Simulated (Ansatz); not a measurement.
**Li: relaxation of cell and atoms**

All numbers below come from DFT, LDA, all-electron LAPW, scalar-relativistic in Ansatz 0.2.0.

Command: `ansatz run input.yaml --threads 1 --pin off --max-ram 2048MiB --backend cpu --events-out ev --progress --plain --runs-dir out` The run took 3 s on 1 thread of Arm Neoverse V1, with other jobs on the host, peak memory 0.19 GiB.

```yaml
crystal:
  lattice:
    - [0.0, 2.202, 2.202]
    - [2.202, 0.0, 2.202]
    - [2.202, 2.202, 0.0]
  atoms:
    - { symbol: Li, position: [0.0, 0.0, 0.0] }
kpoints:
  mp_grid: { grid: [13, 13, 13] }
scf:
  occupations: { method: fermi_dirac, width: 0.05 }
hamiltonian:
  xc: lda
  pseudopotentials: { kind: all_electron, lapw: { basis_error: 0.001 } }
output:
  forces: true
  stress: true
relax:
  f_tol: 0.005
  max_steps: 80
  cell: {}
```

The cell comes from COD entry 9008473, which wasn't checked; take it as a given geometry.

Each frame lists the cell vectors (Å), then Cartesian positions (Å); symmetry keeps all forces zero. Free energies count from the first step, -201.6345 eV.

The walk took 5 evaluations in all; steps that aren't listed are left out.

Step 1: E = 0.0 meV, P = -1.44 GPa

```
cell 0.0000 2.2020 2.2020 2.2020 0.0000 2.2020 2.2020 2.2020 0.0000
Li    0.0000    0.0000    0.0000
```

Step 2: E = -7.6 meV, P = -0.90 GPa

```
cell 0.0000 2.1661 2.1661 2.1661 0.0000 2.1661 2.1661 2.1661 0.0000
Li    0.0000    0.0000    0.0000
```

Step 3: E = -11.4 meV, P = 0.16 GPa

```
cell 0.0000 2.1103 2.1103 2.1103 0.0000 2.1103 2.1103 2.1103 0.0000
Li    0.0000    0.0000    0.0000
```

(1) How does the relaxation end?

## Answers

(1) It converges, with a = 4.234 Å, b = 4.234 Å, c = 4.234 Å, α = 90.00°, β = 90.00°, γ = 90.00° (conventional cell, space group Fm-3m). The last solve (on a basis chosen afresh for the final cell, so its energy is not quite comparable) gives E = -11.5 meV, P = 0.01 GPa:
```
cell 0.0000 2.1170 2.1170 2.1170 0.0000 2.1170 2.1170 2.1170 0.0000
Li    0.0000    0.0000    0.0000
```
